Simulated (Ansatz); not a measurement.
Below is a relaxed structure of TaRu5. The cell was found from a structure generator's guess, not taken from experiment.

Computed with DFT PBE, scalar-relativistic, plane waves, PAW (Ansatz). Cutoff 420 eV, Γ-centred mesh, Gaussian smearing, no spin polarisation.

```cif
data_structure
_symmetry_space_group_name_H-M 'P 1'
_symmetry_Int_Tables_number 1
_cell_length_a 4.7882
_cell_length_b 4.7882
_cell_length_c 4.3748
_cell_angle_alpha 90.000
_cell_angle_beta 90.000
_cell_angle_gamma 120.000
_cell_volume 86.86
loop_
_atom_site_label
_atom_site_type_symbol
_atom_site_fract_x
_atom_site_fract_y
_atom_site_fract_z
_atom_site_occupancy
Ta1 Ta 0.00000 0.00000 0.50000 1
Ru1 Ru 0.00000 0.65379 0.00000 1
Ru2 Ru 0.65379 0.00000 0.00000 1
Ru3 Ru 0.34621 0.34621 0.00000 1
Ru4 Ru 0.33333 0.66667 0.50000 1
Ru5 Ru 0.66667 0.33333 0.50000 1
```

The zero of energy is the elements' standard structures at the same level; no fitted shifts are applied.

(1) Find its symmetry and describe it.

(2) What is its formation energy per atom?

(3) Is it a metal?

Results:

(1) P-62m (No. 189), with Ta and Ru ordered on hcp sites. Conventional cell: a = 4.788 Å, c = 4.375 Å. Around Ta lie 12 Ru at 2.74–2.76 Å; Ru on a site of symmetry m2m has 10 Ru at 2.69–2.87 Å and 2 Ta at 2.74 Å; Ru on a site of symmetry -6 has 9 Ru at 2.69–2.76 Å and 3 Ta at 2.76 Å.

(2) −0.10 eV/atom. It lies below the elements, which doesn't yet make it stable against other compounds or structures.

(3) Yes, bands cross the Fermi level on the 12×12×8 mesh.

The last run used a 12×12×8 mesh (in the run's order of axes) for its 6-atom cell and Gaussian smearing of 0.10 eV. Spin–orbit coupling, which can matter for Ta, is left out. A later test with randomly moved atoms came back to the same energy, though modes that don't fit the test's cell weren't probed.
